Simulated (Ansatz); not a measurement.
Tl (simple cubic, Pm-3m) at seven volumes, r²SCAN (plane waves, PAW; program Ansatz), scaled uniformly. One row is withheld.

| V (Å³/atom) | P (GPa) |
|---|---|
| 29.470 | ? |
| 30.442 | 2.01 |
| 31.413 | 0.91 |
| 32.385 | 0.00 |
| 33.356 | -0.75 |
| 34.328 | -1.37 |
| 35.300 | -1.88 |

Task: Fit the shown pressures and predict the withheld one.

Result: P = (3/2)B₀(x^(7/2) − x^(5/2))[1 + (3/4)(B′ − 4)(x − 1)] with x = (V₀/V)^(2/3). Least squares on the six rows gives V₀ = 32.385 Å³/atom, B₀ = 27.5 GPa, B′ = 5.38. At V = 29.470, x = 1.0649 and P = 3.34 GPa. The run itself gave 3.34 GPa.

The cell is a constructed one: a structure type filled with these elements; neither database checked (COD, Materials Project) lists it. It is not the phase usual at ambient conditions (space group No. 194). Symmetry was held in the r²SCAN relaxation. At this level the phase is mechanically unstable. Spin–orbit coupling is left out wherever it is not named.

Potentials: the later of the program's two PAW sets.
